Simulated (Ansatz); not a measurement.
YAlGe (space group Cmcm)

```yaml
crystal:
  lattice:
    - [2.01318, -5.15994, 0.00000]
    - [2.01318, 5.15994, 0.00000]
    - [0.00000, 0.00000, 5.72233]
  atoms:
    - { symbol: Y, position: [0.30923, 0.69077, 0.75000] }
    - { symbol: Y, position: [0.69077, 0.30923, 0.25000] }
    - { symbol: Al, position: [0.00000, 0.00000, 0.00000] }
    - { symbol: Al, position: [0.00000, 0.00000, 0.50000] }
    - { symbol: Ge, position: [0.39477, 0.60523, 0.25000] }
    - { symbol: Ge, position: [0.60523, 0.39477, 0.75000] }
```

The slice is a (001) plane (indices of the conventional cell) through the point (0.691, 0.309, 0.250) (fractional), spanned by u = [110] and v = [1 -1 0] in vectors of this cell: u (4.03 Å) and v (10.32 Å, at 90° to u). It covers one period; positions are fractions (u, v).

These are PBEsol (plane waves to 420 eV, PAW, scalar-relativistic; Ansatz, a program for electronic structure) values and carry that method's errors. k mesh 12×12×8. These are valence fields of a PAW run, semicore shells included where kept as valence: close to a nucleus they are smooth pseudo fields. YAlGe is run without spin polarisation. YAlGe was relaxed with its symmetry unable to fall.

Problem. Predict the map of the electrostatic potential energy of an electron, from the cell's mean on the slice.

Solution. 
```
|xxxxxx00448899884400xxxx|
|xxxxxx00669999996600xxxx|
|xx0000447799999977440000|
|223355778888888888775533|
|666677888877667788887766|
|224466887766556677886644|
|xxxx005577665566775500xx|
|xxxxxx22667777776622xxxx|
|xxxxxx00668888886600xxxx|
|xxxxxx00668888886600xxxx|
|xxxxxx22667777776622xxxx|
|xxxx004444332233444400xx|
|444455330000xx0000335544|
|88885500xxxxxxxxxx005588|
|99884400xxxxxxxxxx004488|
|99883300xxxxxxxxxx003388|
|99884400xxxxxxxxxx004488|
|99996600xxxxxxxxxx006699|
|999977440000xx0000447799|
|888888775533223355778888|
|667788887766666677888877|
|556677886644224466887766|
|5566775500xxxxxx00557766|
|77776622xxxxxxxxxx226677|
|88886600xxxxxxxxxx006688|
|88886600xxxxxxxxxx006688|
|77776622xxxxxxxxxx226677|
|2233444400xxxxxx00444433|
|xx0000335544444455330000|
|xxxxxx00558888885500xxxx|
|xxxxxx00448899884400xxxx|
|xxxxxx00338899883300xxxx|
```
Scale: ten equal steps from 0.00 (start of '0') to 8.91 (end of '9'), in the order '0123456789'. Values: electrostatic potential energy of an electron, from the cell's mean, in eV. The map has 12 points along u (two characters each, u = 0 at the left) and 32 along v (v = 0 in the bottom row). Points within 1 Å of a nucleus are blanked (x), as the pseudised field means little there. Values under 0 eV are set to 0. The zero, the cell's mean, hangs on the PAW cores.
